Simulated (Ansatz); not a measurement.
**ZnCd3O, before and after**

Recipe of this trial structure of ZnCd3O: random cell by space group and Wyckoff sites (Pm-3m, No. 221). The dimensions are guesses.

start:

Space group Pm-3m (No. 221). a = 4.818 Å, b = 4.818 Å, c = 4.818 Å, α = 90.00°, β = 90.00°, γ = 90.00°
| atom | site | symmetry | x | y | z |
| --- | --- | --- | --- | --- | --- |
| Zn | 1b | m-3m | 0.5000 | 0.5000 | 0.5000 |
| Cd | 3d | 4/mm.m | 0.5000 | 0.0000 | 0.0000 |
| O | 1a | m-3m | 0.0000 | 0.0000 | 0.0000 |

All numbers below come from Ansatz, DFT PBE, scalar-relativistic, plane waves, PAW. Cutoff 420 eV, Gaussian smearing, Γ-centred meshes. Cell and atoms relax first on a coarse mesh and then on a finer one. In between, the cell is made exact in the group found at 0.06 Å. In metals the finer mesh still leaves noise of several meV/atom or more. The steps can't lower the symmetry of their start. No spin polarisation in the relaxation; trial moments died out in a coarse test.

end:

Space group Pm-3m (No. 221). a = 4.638 Å, b = 4.638 Å, c = 4.638 Å, α = 90.00°, β = 90.00°, γ = 90.00°
```
atom  site  symmetry       x       y       z
  Zn    1b      m-3m  0.5000  0.5000  0.5000
  Cd    3d    4/mm.m  0.5000  0.0000  0.0000
   O    1a      m-3m  0.0000  0.0000  0.0000
```

The symmetry stays Pm-3m (No. 221). The end has the antiperovskite type. The volume per atom shrinks by 10.8 %, from 22.4 to 19.9 Å³. The shortest distance goes from 2.41 Å (Cd–O) to 2.32 Å (Cd–O).

```
Volume per atom                          : 19.95 Å³
Density                                  : 6.97 g/cm³
Formation energy                         : −0.04 eV/atom
Gap on the 8×8×8 mesh of the 5-atom cell : 0 eV (a metal)
```

Energies over the elements count from the elements' standard structures at the same level (O₂ as a molecule), with no fitted energy shifts.

The last run used Gaussian smearing of 0.10 eV. A structure relaxed within its symmetry needn't be a true minimum. In all, the 3 runs took 68 s on 1 thread of Intel(R) Xeon(R) Processor @ 2.70GHz, with other jobs on the host. Another cell of ZnCd3O relaxed alike, in P4mm, lies 105 meV/atom lower, so this cell isn't the stable form at this level.
